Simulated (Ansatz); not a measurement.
The cell is COD entry 9008798, as deposited and not checked against the literature; nothing was relaxed.

An input for LaAg: DFT, PBEsol, all-electron LAPW, scalar-relativistic (Ansatz 0.2.0).

Command: `ansatz run input.yaml --threads 1 --pin off --max-ram 3072MiB --backend cpu --events-out ev --progress --plain --runs-dir out` The run took 17 s on 1 thread of Intel(R) Xeon(R) 6975P-C (Granite Rapids) (shared host), peak memory 0.38 GiB.

```yaml
crystal:
  lattice:
    - [3.76, 0.0, 0.0]
    - [0.0, 3.76, 0.0]
    - [0.0, 0.0, 3.76]
  atoms:
    - { symbol: La, position: [0.5, 0.5, 0.5] }
    - { symbol: Ag, position: [0.0, 0.0, 0.0] }
kpoints:
  mp_grid: { grid: [9, 9, 9] }
  band_path:
    path:
      - [0.0, 0.0, 0.0]
      - [0.0, 0.5, 0.0]
      - [0.5, 0.5, 0.0]
      - [0.0, 0.0, 0.0]
      - [0.5, 0.5, 0.5]
      - [0.0, 0.5, 0.0]
      - [0.5, 0.5, 0.5]
      - [0.5, 0.5, 0.0]
    npoints: 14
scf:
  occupations: { method: fermi_dirac, width: 0.08 }
hamiltonian:
  xc: pbesol
  pseudopotentials: { kind: all_electron, lapw: { basis_error: 0.00025 } }
output:
  forces: true
  stress: true
  eigenvalues: true
  fatbands: true
  populations: true
  dos: { projected: true, de: 0.2, e_range: [-14, 8] }
```

Set-up and iterations as logged by Ansatz (the results part is left out, to be predicted):

```
La: projections on atomic orbitals take those of the free atom 1s2 2s2 2p6 3s2 3p6 3d10 4s2 4p6 4d10 4f0 5s2 5p6 5d1 6s2, of charge +0.00 (hamiltonian.pseudopotentials.projection_atoms)
Ag: projections on atomic orbitals take those of the free atom 1s2 2s2 2p6 3s2 3p6 3d10 4s2 4p6 4d10 5s1, of charge +0.00 (hamiltonian.pseudopotentials.projection_atoms)
LAPW: plane waves up to 7.146 Å⁻¹, error target 2.5e-4 eV per atom; small_component_spin mean_spin; Ag in spheres of 1.683 Å, 19 of its electrons in bands, Dirac shells []; La in spheres of 1.573 Å, 29 of its electrons in bands, Dirac shells []
Engine: ansatz 0.2.0
Pseudopotentials: kind: all_electron
Pseudopotential: La, LAPW, valence charge 29, Koelling and Harmon's equation, gaussian nucleus
Pseudopotential: Ag, LAPW, valence charge 19, Koelling and Harmon's equation, gaussian nucleus
Functional definition: PBEsol
  exchange = pbesol_x
  correlation = pbesol_c
Crystal: 2 atoms, lattice volume = 53.157 Å³
Basis set: ecut = 194.57040041064374 eV, 341 PW (Γ), exchange–correlation at level 2
Bands: 29, of which v1, the nominal top of the filled ones, is band 24 counted from 1 (23 counted from 0)
Symmetry: 48 space group operations
Space group: Pm-3m (ITA 221), of the structure as read, at distance tolerance 3.8e-5 Å
k-points: 35 of 729
Non-local potential: La, projectors of the file, none
Non-local potential: Ag, projectors of the file, none
Initial density: superposition of atomic densities (chi_scale 0.1, normalization cell, long waves kept (reshape's long-wave potential 0.00 eV rms))
Initial wavefunctions: plane waves of lowest kinetic energy (no species holds an atomic orbital)
Functional: x = pbesol(κ = 0.804, μ = 0.12345679012345678), c = pbesol(β = 0.046)
iter 1 solved again at ethr=6.28e-4 eV; its pass at ethr=1.00e-1 eV (dr2=3.01e-1 eV) is discarded
SCF iter   1: F=—  HF=-375608.802425 eV  |F-HF|=—  |Δ(HF+E_count)|=         —  Δρ=1.81e-2  dr2=3.02e-1  ethr=6.28e-4  ⟨swp⟩=2.3  Hψ=6711  notcnv=0
SCF iter   2: F=—  HF=-375608.924263 eV  |F-HF|=—  |Δ(HF+E_count)|=   1.22e-1  Δρ=1.70e-2  dr2=3.83e-1  ethr=6.28e-4  ⟨swp⟩=3.0  Hψ=3665  notcnv=0
SCF iter   3: F=—  HF=-375607.925120 eV  |F-HF|=—  |Δ(HF+E_count)|=   9.99e-1  Δρ=7.47e-3  dr2=6.43e-2  ethr=6.28e-4  ⟨swp⟩=3.0  Hψ=3586  notcnv=0
SCF iter   4: F=—  HF=-375607.896372 eV  |F-HF|=—  |Δ(HF+E_count)|=         —  Δρ=3.46e-3  dr2=1.14e-2  ethr=1.34e-4  ⟨swp⟩=2.1  Hψ=3418  notcnv=0
the basis was enlarged: its passes take 408.1 KiB over the memory plan, 1 of 1 planned eigensolver slots
SCF iter   5: F=—  HF=-375607.896382 eV  |F-HF|=—  |Δ(HF+E_count)|=   1.05e-5  Δρ=1.86e-3  dr2=4.23e-3  ethr=2.38e-5  ⟨swp⟩=2.0  Hψ=3305  notcnv=0
iter 6 solved again at ethr=7.22e-7 eV; its pass at ethr=8.82e-6 eV (dr2=3.47e-4 eV) is discarded
SCF iter   6: F=—  HF=-375607.895910 eV  |F-HF|=—  |Δ(HF+E_count)|=   4.72e-4  Δρ=4.90e-4  dr2=3.46e-4  ethr=7.22e-7  ⟨swp⟩=2.0  Hψ=5436  notcnv=0
SCF iter   7: F=—  HF=-375607.895772 eV  |F-HF|=—  |Δ(HF+E_count)|=   1.38e-4  Δρ=4.59e-4  dr2=3.13e-4  ethr=7.21e-7  ⟨swp⟩=2.3  Hψ=3309  notcnv=0
SCF iter   8: F=—  HF=-375607.895571 eV  |F-HF|=—  |Δ(HF+E_count)|=   2.01e-4  Δρ=1.37e-4  dr2=2.24e-5  ethr=6.52e-7  ⟨swp⟩=2.4  Hψ=3339  notcnv=0
SCF iter   9: F=—  HF=-375607.895571 eV  |F-HF|=—  |Δ(HF+E_count)|=   4.99e-7  Δρ=5.57e-5  dr2=3.97e-6  ethr=4.67e-8  ⟨swp⟩=3.0  Hψ=3427  notcnv=0
SCF iter  10: F=—  HF=-375607.895567 eV  |F-HF|=—  |Δ(HF+E_count)|=   4.17e-6  Δρ=1.96e-5  dr2=4.95e-7  ethr=8.28e-9  ⟨swp⟩=2.3  Hψ=3335  notcnv=0
SCF iter  11: F=-375607.895567 eV  HF=-375607.895567 eV  |F-HF|=8.98e-8  |Δ(HF+E_count)|=   5.74e-7  Δρ=3.45e-6  dr2=1.34e-8  ethr=1.03e-9  ⟨swp⟩=2.8  Hψ=3367  notcnv=0
```

**Question.** What pressure will this run report?

**Answer.** -0.28 GPa (positive in compression).

**Question.** Is there a band gap?

**Answer.** none: bands cross the Fermi level, a metal.
